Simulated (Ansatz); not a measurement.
Al$_{2}$ZnTe$_{4}$:
```cif
data_Al4Te8Zn2
_chemical_formula_sum 'Al4 Zn2 Te8'
_space_group_name_H-M_alt 'I-4'
_space_group_IT_number 82
_space_group_name_Hall 'I -4'
_cell_length_a 6.04279
_cell_length_b 6.04279
_cell_length_c 11.90435
_cell_angle_alpha 90.000
_cell_angle_beta 90.000
_cell_angle_gamma 90.000
loop_
_atom_site_label
_atom_site_type_symbol
_atom_site_symmetry_multiplicity
_atom_site_Wyckoff_symbol
_atom_site_fract_x
_atom_site_fract_y
_atom_site_fract_z
_atom_site_occupancy
Al1 Al 2 d 0.50000 0.00000 0.25000 1
Al2 Al 2 b 0.00000 0.00000 0.50000 1
Zn1 Zn 2 a 0.00000 0.00000 0.00000 1
Te1 Te 8 g 0.24117 0.26291 0.13178 1
```
(The calculation used a cell of 7 atoms; values per cell refer to that cell.)

Relaxed with r²SCAN.

Question: Which orbitals make up the states near the band edges in r²SCAN in the plane-wave PAW code Ansatz?

Answer: Top 1 eV of the valence band: Te 5p 89 %. Bottom 1 eV of the conduction band: Te 5p 25 %, Al 3p 23 %, Al 3s 20 %, Zn 4s 10 %, Te 5s 7 %, outside the projected shells 15 %. Projections are on Löwdin-orthogonalised atomic valence shells; empty p or d shells of many metals are not among them.

Question: Tabulate the density of states.

Answer: States/eV per cell of 7 atoms, in 0.25 eV bins, energy from the valence-band maximum.

| E (eV) | total | Te 5p | Zn 3d | Al 3p |
|---|---|---|---|---|
| -7.85 | 0.00 | 0.00 | 0.00 | 0.00 |
| -7.60 | 0.00 | 0.00 | 0.00 | 0.00 |
| -7.35 | 0.00 | 0.00 | 0.00 | 0.00 |
| -7.10 | 0.00 | 0.00 | 0.00 | 0.00 |
| -6.85 | 14.10 | 0.54 | 13.26 | 0.06 |
| -6.60 | 25.90 | 0.39 | 25.25 | 0.08 |
| -6.35 | 0.00 | 0.00 | 0.00 | 0.00 |
| -6.10 | 0.00 | 0.00 | 0.00 | 0.00 |
| -5.85 | 0.00 | 0.00 | 0.00 | 0.00 |
| -5.60 | 0.78 | 0.39 | 0.03 | 0.01 |
| -5.35 | 5.47 | 2.86 | 0.12 | 0.23 |
| -5.10 | 3.40 | 1.81 | 0.08 | 0.19 |
| -4.85 | 4.04 | 2.17 | 0.09 | 0.22 |
| -4.60 | 2.63 | 1.42 | 0.06 | 0.18 |
| -4.35 | 1.76 | 0.98 | 0.03 | 0.15 |
| -4.10 | 1.62 | 0.94 | 0.02 | 0.16 |
| -3.85 | 2.11 | 1.27 | 0.02 | 0.21 |
| -3.60 | 1.76 | 1.16 | 0.01 | 0.21 |
| -3.35 | 3.31 | 2.33 | 0.03 | 0.69 |
| -3.10 | 4.57 | 3.21 | 0.04 | 1.03 |
| -2.85 | 6.15 | 4.39 | 0.05 | 1.29 |
| -2.60 | 4.41 | 3.19 | 0.03 | 0.91 |
| -2.35 | 6.50 | 4.91 | 0.05 | 1.15 |
| -2.10 | 5.04 | 3.94 | 0.04 | 0.77 |
| -1.85 | 6.97 | 5.73 | 0.07 | 0.80 |
| -1.60 | 6.58 | 5.49 | 0.06 | 0.68 |
| -1.35 | 5.68 | 4.82 | 0.07 | 0.47 |
| -1.10 | 5.44 | 4.67 | 0.05 | 0.34 |
| -0.85 | 4.15 | 3.59 | 0.03 | 0.26 |
| -0.60 | 5.00 | 4.44 | 0.03 | 0.25 |
| -0.35 | 6.71 | 6.11 | 0.05 | 0.23 |
| -0.10 | 1.90 | 1.76 | 0.02 | 0.05 |
| 0.15 | 0.00 | 0.00 | 0.00 | 0.00 |
| 0.40 | 0.00 | 0.00 | 0.00 | 0.00 |
| 0.65 | 0.00 | 0.00 | 0.00 | 0.00 |
| 0.90 | 0.00 | 0.00 | 0.00 | 0.00 |
| 1.15 | 0.00 | 0.00 | 0.00 | 0.00 |
| 1.40 | 0.00 | 0.00 | 0.00 | 0.00 |
| 1.65 | 0.00 | 0.00 | 0.00 | 0.00 |
| 1.90 | 0.00 | 0.00 | 0.00 | 0.00 |
| 2.15 | 0.04 | 0.01 | 0.00 | 0.00 |
| 2.40 | 0.80 | 0.19 | 0.00 | 0.14 |
| 2.65 | 2.49 | 0.57 | 0.00 | 0.63 |
| 2.90 | 4.86 | 1.17 | 0.00 | 1.21 |
| 3.15 | 8.18 | 2.27 | 0.01 | 1.72 |
| 3.40 | 6.32 | 1.76 | 0.00 | 1.42 |
| 3.65 | 4.33 | 1.11 | 0.00 | 1.26 |
| 3.90 | 2.77 | 0.64 | 0.00 | 0.96 |
| 4.15 | 4.04 | 0.86 | 0.00 | 1.57 |
| 4.40 | 3.43 | 0.71 | 0.00 | 1.48 |
| 4.65 | 6.04 | 1.19 | 0.00 | 2.37 |
| 4.90 | 6.23 | 1.19 | 0.00 | 2.31 |
| 5.15 | 6.12 | 1.13 | 0.00 | 2.03 |
| 5.40 | 4.93 | 0.89 | 0.00 | 1.55 |
| 5.65 | 4.84 | 0.76 | 0.00 | 1.30 |
| 5.90 | 6.17 | 0.91 | 0.00 | 1.56 |
| 6.15 | 5.51 | 0.66 | 0.00 | 1.06 |
| 6.40 | 5.39 | 0.52 | 0.00 | 0.81 |
| 6.65 | 3.77 | 0.39 | 0.00 | 0.58 |
| 6.90 | 4.74 | 0.43 | 0.00 | 0.67 |

The first step of the workflow began from a Materials Project structure, measured or hypothetical; the Crystallography Open Database files this formula in space group No. 82, but the cells were not matched. Its standing as an ambient phase is unchecked. The cell was relaxed with r²SCAN under the symmetry of its start; its stability against distortions is not shown here. Scalar-relativistic: spin–orbit coupling is off unless named, which matters more the heavier the elements.

Potentials: the later of the program's two PAW sets.
